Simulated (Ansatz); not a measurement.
Data:

InGaP₂:
```yaml
crystal:
  lattice:
    - [1.99953, 1.15443, 6.56067]
    - [-1.99953, 1.15443, 6.56067]
    - [0.00000, -2.30886, 6.56067]
  atoms:
    - { symbol: In, position: [0.49930, 0.49930, 0.49930] }
    - { symbol: Ga, position: [0.99995, 0.99995, 0.99995] }
    - { symbol: P, position: [0.88063, 0.88063, 0.88063] }
    - { symbol: P, position: [0.37014, 0.37014, 0.37014] }
```

This is the PBEsol-relaxed structure. x, y and z are the axes in which the lattice vectors are written.

**Question.** All from the program Ansatz at the PBEsol level (PAW), unless another level is named. Give the bulk modulus (Birch–Murnaghan fit).

**Answer.** 73.2 GPa.

**Question.** Next, the elastic constants (relaxed ions, GPa)?

**Answer.** C11 = 131, C12 = 45.3, C13 = 40.0, C14 = -11.5, C33 = 149, C44 = 35.5.

Space group R3m. The first step of the workflow began from a Materials Project structure, measured or hypothetical; the Crystallography Open Database copy checked does not list it. With In and Ga taken as one species the cell has the higher symmetry F-43m, so it may be an ordered model of a mixed-site phase. Whether it is the stable phase at ambient conditions was not checked. Symmetry was held in the PBEsol relaxation; of distortions, only those at the zone centre were tested. Spin–orbit coupling is left out wherever it is not named.

Potentials: the later of the program's two PAW sets.
